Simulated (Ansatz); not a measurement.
## Property card for CuSe₂

CuSe$_{2}$:
```cif
data_Cu2Se4
_chemical_formula_sum 'Cu2 Se4'
_space_group_name_H-M_alt 'P 1'
_space_group_IT_number 1
_cell_length_a 5.03201
_cell_length_b 6.18655
_cell_length_c 3.76812
_cell_angle_alpha 90.000
_cell_angle_beta 90.000
_cell_angle_gamma 90.000
loop_
_space_group_symop_operation_xyz
  'x, y, z'
loop_
_atom_site_label
_atom_site_type_symbol
_atom_site_fract_x
_atom_site_fract_y
_atom_site_fract_z
_atom_site_occupancy
Cu1 Cu 0.00000 0.00000 0.00000 1
Cu2 Cu 0.50000 0.50000 0.50000 1
Se1 Se 0.18530 0.38609 0.00000 1
Se2 Se 0.81470 0.61391 0.00000 1
Se3 Se 0.68530 0.11391 0.50000 1
Se4 Se 0.31470 0.88609 0.50000 1
```

Space group Pnnm (No. 58); conventional cell a = 5.032 Å, b = 6.187 Å, c = 3.768 Å, α = β = γ = 90.00°.

Method: r²SCAN in the plane-wave PAW code Ansatz. Geometry: relaxed at this level of theory. Other levels are named where they apply.

Cell and energy:

| Quantity | Result |
|---|---|
| Volume per atom | 19.55 Å³ |
| Density | 6.27 g/cm³ |
| Formation energy from the elements (no fitted shifts) | -135 meV/atom |

Electronic structure:

| Item | Value |
|---|---|
| Electronic character | metallic (no gap) |
| Density of states at the Fermi level | 0.48 states/eV per atom (mean over ±0.08 eV) |

The first step of the workflow began from a Materials Project structure, measured or hypothetical; the Crystallography Open Database files this formula in space group No. 58, but the cells were not matched. Its standing as an ambient phase is unchecked. The r²SCAN relaxation kept the symmetry of its start; its stability against distortions is not shown here. The run is not spin-polarised. The references are the lowest solids computed at this level, not always the standard phases. Scalar-relativistic: spin–orbit coupling is off unless named, which matters more the heavier the elements.

Potentials: the earlier of the program's two PAW sets.
